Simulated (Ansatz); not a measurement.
# Al3GaN4 under pressure

Method: DFT r2SCAN, scalar-relativistic, plane waves, PAW in Ansatz 0.2.0. (500 eV cutoff, 6×8×4 k-mesh, Gaussian smearing of 0.02 eV, no spin polarisation)

Starting point, cell and atoms relaxed:

```
CELL_PARAMETERS angstrom
5.03808 0.00000 0.00006
0.00000 3.12495 0.00000
-0.00329 0.00000 5.41039
ATOMIC_POSITIONS crystal
Al 0.50022 0.50000 0.16726
Al 0.00067 0.50000 0.83490
Al 0.00100 0.00000 0.33164
Ga 0.49949 0.00000 0.66620
N 0.11071 0.00000 0.66632
N 0.12268 0.50000 0.16713
N 0.62541 0.50000 0.84068
N 0.62341 0.00000 0.32586
```

Cell and atoms are relaxed at each pressure within the symmetry of the start, at zero temperature, so transitions that lower the symmetry aren't seen. The k-mesh given is that at zero pressure and may differ at others. a, b and c are the lengths of the cell vectors above. Gaps are generalised Kohn–Sham gaps over the whole zone.

```tsv
P (GPa)	V (Å³/atom)	V/V0	a (Å)	b (Å)	c (Å)
-2	10.75	1.010	5.056	3.135	5.428
0	10.65	1.000	5.038	3.125	5.410
2	10.55	0.991	5.021	3.115	5.394
5	10.40	0.977	4.997	3.102	5.370
10	10.19	0.957	4.959	3.081	5.334
20	9.81	0.921	4.891	3.045	5.270
```

(1) What bulk modulus and pressure derivative fit these points?

(2) Which cell vector or vectors give way most up to 20 GPa?

(3) What does pressure do to the gap?

Answers

(1) A third-order Birch–Murnaghan fit gives B0 = 208 GPa and B0' = 3.9.

(2) a: the changes are a -2.9 %, b -2.6 %, c -2.6 %.

(3) The gaps are 4.06 eV at -2 GPa, 4.15 eV at 0 GPa, 4.23 eV at 2 GPa, 4.34 eV at 5 GPa, 4.52 eV at 10 GPa, 4.84 eV at 20 GPa.